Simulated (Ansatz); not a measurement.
## Vibrations of ZrZn (Pm-3m) by finite displacements

```xyz
2
Lattice="3.2923 0.0000 0.0000 0.0000 3.2923 0.0000 0.0000 0.0000 3.2923" Properties=species:S:1:pos:R:3 pbc="T T T"
Zr    1.6461    1.6461    1.6461
Zn    0.0000    0.0000    0.0000
```

Unless marked otherwise, the numbers come from PBEsol, all-electron LAPW in Ansatz 0.2.0, scalar-relativistic. k mesh 10×10×10, Fermi-Dirac smearing of 0.050 eV, basis error target 1 meV/atom. The cell was relaxed by PAW under this functional.

Atoms are displaced by 0.01 Å in the smallest supercells that hold the wave vectors of a 2×2×2 mesh. Negative values stand for unstable modes.

Task: What are the phonon energies at the solved wave vectors, in meV?

Result: 

```tsv
q	point	modes (meV)
0.000 0.000 0.000	Gamma	22.31 (×3)
0.500 0.000 0.000	X	16.16 (×2), 18.15 (×2), 19.50, 25.02
0.500 0.500 0.000	M	7.52 (×2), 11.49, 18.45, 31.42 (×2)
0.500 0.500 0.500	R	19.98 (×3), 25.38 (×3)
```

Task: Is the structure dynamically stable at these wave vectors?

Result: Yes, no mode is unstable there; wave vectors off this mesh aren't tested.

Task: How do the optical zone-centre modes decompose, and which are active?

Result: Point group m-3m: Γ_opt = T1u.

```csv
label,meV,activity,mostly
T1u,22.31,IR,Zn (58 %)
```

In a metal the activity is that of symmetry alone; free carriers screen the infrared modes.

Task: How well do frozen-core PAW files reproduce these all-electron values?

Result: With a cutoff of 420 eV and displacements of 0.0025 Å, the r.m.s. difference over the modes is 0.1 cm⁻¹; the largest difference is 161.3 (PAW) against 161.1 cm⁻¹ (LAPW).

Task: The cell is scaled evenly to 35.150 and 36.220 Å³ (from 35.685), with free atoms relaxed and the shape held. What are the mode Grüneisen parameters γ = −d ln ω/d ln V?

Result: For the highest mode, 259.9 cm⁻¹ in the small cell and 247.1 in the large one give γ ≈ 1.68. From the change of the dynamical matrix on each mode:

| point | cm⁻¹ | γ |
| --- | --- | --- |
| Gamma | 180.0 | 1.96 |
| X | 130.3 | 1.40 |
| X | 146.4 | 1.75 |
| X | 157.3 | 1.61 |
| X | 201.8 | 1.71 |
| M | 60.7 | -0.28 |
| M | 92.6 | 1.17 |
| M | 148.8 | 1.74 |
| M | 253.4 | 1.68 |
| R | 161.1 | 1.46 |
| R | 204.7 | 1.84 |

Weighted by the modes' heat capacities at 300 K, the mean on this mesh is 1.36; it moves with the q mesh, and a coarse one overweights the zone boundary. Rows under −0.05 (1 here) are modes that soften under compression and pull towards negative thermal expansion.

Limits of these numbers: responses of metals move with mesh and smearing; the frozen-core PAW files of the compared runs were fitted under PBE, their cores solved anew for this functional.
